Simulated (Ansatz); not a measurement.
SrTiS₂:
```
SrTiS2
1.0
    3.67882     0.00000     0.00000
   -1.83941     3.18595     0.00000
    0.00000     0.00000     6.74876
S Ti Sr
2 1 1
Cartesian
  1.83941   1.06198   5.35957
  0.00000   2.12397   1.38919
  0.00000   0.00000   0.00000
  0.00000   0.00000   3.37438
```

Relaxed with PBE+D3(BJ).

Decompose the optical modes at the zone centre into irreducible representations, and say which are infrared and Raman allowed.

Point group -3m: Γ_opt = A1g + 2A2u + Eg + 2Eu. Infrared: A2u, Eu. Raman: A1g, Eg.

Assign frequencies (DFPT, plane-wave PAW PBE+D3(BJ) (Ansatz code)).

Eu 136, A2u 215, Eg 240, Eu 269, A1g 312, A2u 319 cm⁻¹.

Space group P-3m1. The cell is a constructed one: a structure type filled with these elements; neither database checked (COD, Materials Project) lists it. Whether it is the stable phase at ambient conditions was not checked. Symmetry was held in the PBE+D3(BJ) relaxation; of distortions, only those at the zone centre were tested. No spin polarisation was allowed. As this level gives no gap, phonon frequencies hold no LO–TO term and depend on the k-mesh and smearing (Fermi–Dirac, 0.1 eV here).

Potentials: the later of the program's two PAW sets.
